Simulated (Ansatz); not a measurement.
## Pt2Cl: rattling a relaxed structure

The cell was found from a structure generator's guess, not taken from experiment.

All numbers below come from DFT PBE, scalar-relativistic, plane waves, PAW (Ansatz 0.2.0). Plane waves to 420 eV, a k mesh through Γ of 12×12×6 on the computed 3-atom cell and Gaussian smearing (0.10 eV); no spin polarisation.

The cell below (3 atoms, space group P6/mmm (No. 191)) is relaxed within its symmetry.

```
Pt Cl
1.0
     2.80000    0.00000    0.00000
    -1.40000    2.42487    0.00000
     0.00000    0.00000    7.46037
Pt Cl
2 1
Direct
  0.00000 0.00000 0.32934
  0.00000 0.00000 0.67066
  0.00000 0.00000 0.00000
```

For the test a repeat of it with 6 atoms (edges 2.80, 4.85, 7.46 Å) was strained at random (σ = 1.5 % a component), the atoms were moved at random (σ = 0.05 Å), and all was relaxed again on a coarse 8×4×4 mesh (in the run’s order of axes) with 0.20 eV smearing, with no symmetry imposed.

Spin–orbit coupling, which can matter for Pt, is left out. An odd number of electrons in the primitive cell allows no gap without spin; a larger cell or a magnetic state could open one.

Task: What happens?

Result: It returns, within 1 meV/atom of the unmoved cell on that mesh and with the same symmetry when read at 0.1 Å (Cmmm at 0.01 Å, so small strains and shifts remain). So it is stable against the distortions that fit this cell and that this random move excites. Modes that don't fit the cell aren't tested.
